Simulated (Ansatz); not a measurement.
# Structure relaxation, CoSi₂

The start is a relaxed CoSi2 cell, doubled along one cell vector, shaken by Gaussian noise of σ = 0.08 Å a coordinate. Cell shape, volume and atoms are optimised at zero target pressure with PBE (plane waves to 420 eV, PAW, scalar-relativistic; Ansatz, a quantum-chemistry and plane-wave program). The first steps use a coarse 6×6×3 k-mesh.

Initial structure:
```
CELL_PARAMETERS angstrom
      2.63519     1.52143     3.26751
     -2.63519     1.52143     3.26751
      0.00000    -6.08571     6.53503
ATOMIC_POSITIONS crystal
  Co 0.96274 0.99234 0.47524
  Co 0.95372 0.99205 0.98316
  Co 0.55863 0.56109 0.27445
  Co 0.56538 0.58289 0.78078
  Si 0.48547 0.84295 0.04142
  Si 0.47683 0.86465 0.52349
  Si 0.01862 0.47274 0.43403
  Si 0.04207 0.46376 0.94160
  Si 0.87466 0.07938 0.23611
  Si 0.88296 0.05443 0.74072
  Si 0.34038 0.31614 0.18049
  Si 0.36037 0.31246 0.66865
```

* **Largest initial force**: about 2.3 eV/Å, on Co3 (atoms numbered as listed)
* **Energy released**: 0.34 eV/atom
* **Volume change**: -2.7 %, from 13.10 to 12.74 Å³/atom
* **Relative to the parent**: It does not go back: it reaches P1 (No. 1), 0.30 eV/atom below the parent
* **Shortest distances (start → end)**: The closest pairs of elements (up to four, under 3.6 Å), start → end: Co–Si 2.13 → 2.27 Å; Si–Si 2.43 → 2.36 Å; Co–Co 3.06 → 2.67 Å
* **Band gap at the end**: no gap (metallic)
* **Optimiser moves**: 22

Final structure:

```xyz
6
Lattice="4.3955 0.0000 0.0000 -1.9080 3.9924 0.0000 -0.3099 -1.0201 4.3561" Properties=species:S:1:pos:R:3 pbc="T T T"
Co     2.4695     3.6355     0.0005
Co     2.2100    -0.3158     1.5516
Si     1.1115     1.6184     0.9543
Si     0.0701    -0.2964     2.3121
Si     2.7677     0.4976     3.7525
Si     0.0094     2.2180     3.3323
```

Final values are on a 11×11×10 k-mesh of the relaxed cell. No spin polarisation in the result. A magnetic state may lie lower.

The relaxed structure here is a generated cell of CoSi2: the first start was made by a random draw of sites in a space group, and the end was not matched to a known phase here, so it may be hypothetical. Known forms of CoSi2 include space group No. 225.
